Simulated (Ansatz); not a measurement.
One stationary structure of ZnSe. Space group F-43m (No. 216), zinc blende type. Level of theory: PBE (plane waves to 420 eV, PAW, scalar-relativistic; Ansatz, a quantum-chemistry and plane-wave program).

```xyz
2
Lattice="0.0000 2.8665 2.8665 2.8665 0.0000 2.8665 2.8665 2.8665 0.0000" Properties=species:S:1:pos:R:3 pbc="T T T"
Se     4.2998     4.2998     4.2998
Zn     0.0000     0.0000     0.0000
```

Task: What is the computed band gap (PBE)?

Result: 1.15 eV, direct at Γ (no spin-orbit coupling).

No spin polarisation in the result.

Measured for ZnSe: a 5.6676 Å (room temperature; as listed in Martin Albrecht, Beate Paulus, Hermann Stoll, Phys. Rev. B (1997)); gap 2.87 eV (static lattice; corrected from measurement; as listed in Wei Chen et al., Physical Review Materials (2018)). Computed minus measured — a: PBE +1.2 %; gap: PBE -1.72 eV. The computed values are for a static lattice, and a measured gap can be an optical one, lowered by exciton binding.

The run could not lose the symmetry of its start; a randomly shaken copy of 2 atoms returns to this structure.

All atoms sit on sites fixed by symmetry, so only the cell could relax.
